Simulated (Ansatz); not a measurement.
Input:

MnO:
```xyz
4
Lattice="3.3719 0.0000 0.0000 -1.6859 2.9201 0.0000 0.0000 0.0000 5.3419" Properties=species:S:1:pos:R:3 pbc="T T T"
Mn     0.0000     1.9467     0.0348
Mn     1.6859     0.9734     2.7058
O      0.0000     1.9467     2.0294
O      1.6859     0.9734     4.7004
```
Starting moments (μB, in the order of the atoms Mn Mn O O): 4.5 -4.5 -0.1 0.1.

This is the r²SCAN-relaxed structure.

Problem. All from plane-wave PAW r²SCAN (Ansatz code), unless another level is named. Give the smallest direct gap on the standard path.

Solution. 0.28 eV.

Problem. Give the band gap.

Solution. 0.23 eV (indirect).

Problem. And the weight of the valence-edge state by species (Voronoi cells)?

Solution. Mn 65 %, O 35 %.

Problem. And the valence-band maximum?

Solution. at A.

Space group P6_3mc (wurtzite). The workflow started from an entry of the Crystallography Open Database (COD), which files this formula under 2 space groups. It is not the phase usual at ambient conditions (space group No. 225). The cell was relaxed with r²SCAN under the symmetry of its start, as lowered by the spin order; its stability against distortions is not shown here. Magnetic state: antiferromagnetic, chosen from 2 collinear starts compared on coarse meshes (ties went to the first, and starts can fall back to one state), not a proven ground state. Other orbital occupations within this spin state were not tried. No Hubbard U is applied.

Potentials: the later of the program's two PAW sets.
